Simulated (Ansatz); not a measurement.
Mg:
```yaml
crystal:
  lattice:
    - [3.20969, 0.00000, 0.00000]
    - [-1.60485, 2.77967, 0.00000]
    - [0.00000, 0.00000, 5.14019]
  atoms:
    - { symbol: Mg, position: [0.33333, 0.66667, 0.75000] }
    - { symbol: Mg, position: [0.66667, 0.33333, 0.25000] }
```

Relaxed with PBE. Special points in fractions of this cell's reciprocal vectors: Γ (0.000, 0.000, 0.000); M (0.500, 0.000, 0.000); K (0.333, 0.333, 0.000); A (0.000, 0.000, 0.500); L (0.500, 0.000, 0.500); H (0.333, 0.333, 0.500).

### Question
List the band energies nearest the Fermi level at these points for the program Ansatz at the PBE level (PAW).

### Answer
In eV from the Fermi level; about four levels below and three above (degenerate sets whole), none deeper than 8.9 eV; … stands for higher levels left out; points with the same levels are listed once.

```tsv
k	below	above
Γ	-6.94 -1.61 -1.11	10.79 10.79 10.89 10.89
M	-2.18 -2.17	2.68 3.05 3.38
K	-0.66 -0.65 -0.65	4.14 4.14 4.42
A	-5.51 -5.51	5.25 5.25 …
L	-1.11 -1.11 -0.46 -0.46	7.95 7.95 …
H	–	0.17 0.17 0.66 0.66
```

Space group P6_3/mmc (hcp (Mg type)). Symmetry was held in the PBE relaxation.

Potentials: the earlier of the program's two PAW sets.
